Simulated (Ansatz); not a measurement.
Cu (bcc type) under strong compression

```
CELL_PARAMETERS angstrom
-1.39813 1.39813 1.39813
1.39813 -1.39813 1.39813
1.39813 1.39813 -1.39813
ATOMIC_POSITIONS crystal
Cu 0.00000 0.00000 0.00000
```

The cell comes from a relaxation on PAW files under the same functional, begun from a prototype that needn't be the stable phase.

Its volume is scaled at fixed shape and fractional positions.

Level of theory: DFT with LDA, scalar-relativistic, in Ansatz 0.2.0; a Γ-centred 19×19×19 k mesh, Fermi–Dirac smearing of 0.08 eV, no spin polarisation. LAPW: all electrons, basis error target 1 meV/atom; PAW: frozen-core files, cutoff 420 eV; crystal datasets: all electrons, by PAW datasets that the program makes for each cell; norm-conserving: pseudopotentials, cutoff 1252 eV; PAW (cutoff 250 eV): frozen-core files, cutoff 250 eV.

Energies are extrapolated to zero smearing and count from the unscaled cell; pressure is positive in compression; gaps take the mesh and a band path. No temperature or zero-point motion is included.

The PAW files were made under PBE. The structure type is held throughout; the real material can change phase at far lower pressure.

```json
{"V/V0": "1.00", "V (Å³/atom)": "10.93", "P LAPW (GPa)": "-0.01", "ΔE LAPW (eV/atom)": "0.000", "P PAW − LAPW (GPa)": "0.01", "ΔE PAW − LAPW (meV/atom)": "0.0"}
{"V/V0": "0.95", "V (Å³/atom)": "10.39", "P LAPW (GPa)": "10.88", "ΔE LAPW (eV/atom)": "0.018", "P PAW − LAPW (GPa)": "-0.01", "ΔE PAW − LAPW (meV/atom)": "0.0"}
{"V/V0": "0.85", "V (Å³/atom)": "9.29", "P LAPW (GPa)": "45.4", "ΔE LAPW (eV/atom)": "0.198", "P PAW − LAPW (GPa)": "-0.06", "ΔE PAW − LAPW (meV/atom)": "-0.2"}
{"V/V0": "0.75", "V (Å³/atom)": "8.20", "P LAPW (GPa)": "109.3", "ΔE LAPW (eV/atom)": "0.703", "P PAW − LAPW (GPa)": "-0.19", "ΔE PAW − LAPW (meV/atom)": "-1.0"}
{"V/V0": "0.65", "V (Å³/atom)": "7.11", "P LAPW (GPa)": "231.9", "ΔE LAPW (eV/atom)": "1.821", "P PAW − LAPW (GPa)": "-0.52", "ΔE PAW − LAPW (meV/atom)": "-3.3"}
{"V/V0": "0.55", "V (Å³/atom)": "6.01", "P LAPW (GPa)": "?", "ΔE LAPW (eV/atom)": "?", "P PAW − LAPW (GPa)": "?", "ΔE PAW − LAPW (meV/atom)": "?"}
{"V/V0": "0.45", "V (Å³/atom)": "4.92", "P LAPW (GPa)": "1032", "ΔE LAPW (eV/atom)": "9.044", "P PAW − LAPW (GPa)": "-8.38", "ΔE PAW − LAPW (meV/atom)": "-30.1"}
{"V/V0": "0.40", "V (Å³/atom)": "4.37", "P LAPW (GPa)": "1558", "ΔE LAPW (eV/atom)": "13.390", "P PAW − LAPW (GPa)": "-30.70", "ΔE PAW − LAPW (meV/atom)": "-89.1"}
```

Problem. Fit the Vinet equation to the LAPW pressures shown (residuals weighted by 1/(|P| + 0.03·Pmax)), and predict the pressure of the withheld row.

Solution. The fit gives V0 = 10.95 Å³/atom, B0 = 174 GPa and B0′ = 5.58. At 6.01 Å³/atom, x = (V/V0)^(1/3) = 0.8188, and P = 3·B0·(1 − x)/x²·exp[1.5·(B0′ − 1)·(1 − x)] = 487.9 GPa. The run itself gave 480.6 GPa (+1.5 % off) and ΔE = 4.147 eV/atom.

Problem. From the table, what is the rise of the enthalpy H = E + pV up to the last row, and how stiff is the crystal between the last two rows?

Solution. ΔH = 13.390 eV + (1558 GPa × 4.37 Å³ + 0.01 GPa × 10.93 Å³) × 0.006242 eV/(GPa·Å³) = 55.92 eV/atom, of which pV makes 76 %. The mean bulk modulus there is −ΔP/Δln V = 4470 GPa.

Problem. At the smallest volume, how far do crystal datasets and norm-conserving and PAW (cutoff 250 eV) lie from LAPW in pressure?

Solution. crystal datasets: -0.01 GPa; norm-conserving: +0.12 GPa; PAW (cutoff 250 eV): -85.40 GPa, on a LAPW pressure of 1558 GPa.

Problem. How do the Löwdin populations by LAPW change from the unscaled cell to the last row?

Solution. Cu 3s 1.99 → 1.94, Cu 3d 9.80 → 9.85 electrons an atom. These are projections on the shells that the free atoms fill; 0.16 e a cell lies outside them at the start and 0.17 e at the end.
